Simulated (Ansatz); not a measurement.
**Response properties of LaS (Fm-3m)**

The conventional cell has a = 5.806 Å, b = 5.806 Å, c = 5.806 Å, α = 90.00°, β = 90.00°, γ = 90.00°. La (atom 1) has 6 S at 2.90 Å as nearest neighbours. S (atom 2) is surrounded by 6 La at 2.90 Å.

Ansatz runs use the cell relaxed by PAW under their functional.

Question: What do its conduction electrons give? (PBEsol, all-electron LAPW in Ansatz 0.2.0, scalar-relativistic; a = 5.806 Å; k mesh 10×10×10, fine mesh 16×16×16, Fermi-Dirac smearing of 0.050 eV, basis error target 1 meV/atom)

Answer: Fermi-surface sums: N(E_F) = 0.59 states/eV/atom, ħω_p (r.m.s. of x, y, z) = 5.9 eV, Fermi speed = 0.69×10⁶ m/s.

Question: How stiff is it? (PBEsol, all-electron LAPW in Ansatz 0.2.0, scalar-relativistic; a = 5.807 Å; k mesh 14×14×14, strains of ±0.005, Fermi-Dirac smearing of 0.100 eV, basis error target 0.5 meV/atom)

Answer: Elastic moduli (Hill averages, relaxed ions; θ_D from sound speeds over directions): B = 89.3 GPa, G = 42.0 GPa, C11 = 218 GPa, C44 = 22.2 GPa, ν = 0.297, θ_D = 290 K.

Question: How does it vibrate? (PBEsol, all-electron LAPW in Ansatz 0.2.0, scalar-relativistic; a = 5.805 Å; k mesh 12×12×12, Fermi-Dirac smearing of 0.050 eV, basis error target 0.5 meV/atom; q mesh 2×2×2)

Answer: Harmonic phonons by finite displacements (negative means unstable): highest mode = 268 cm⁻¹, lowest at L = 112 cm⁻¹, lowest at X = 86.2 cm⁻¹, highest at Γ = 268 cm⁻¹.

Known limits: these sums move with the mesh, by several per cent and more for small sheets (Fermi surface); responses of metals move with mesh and smearing (moduli, phonons); the softest shear constant rests on one k mesh, and a soft shear can herald a distortion on cooling (moduli).
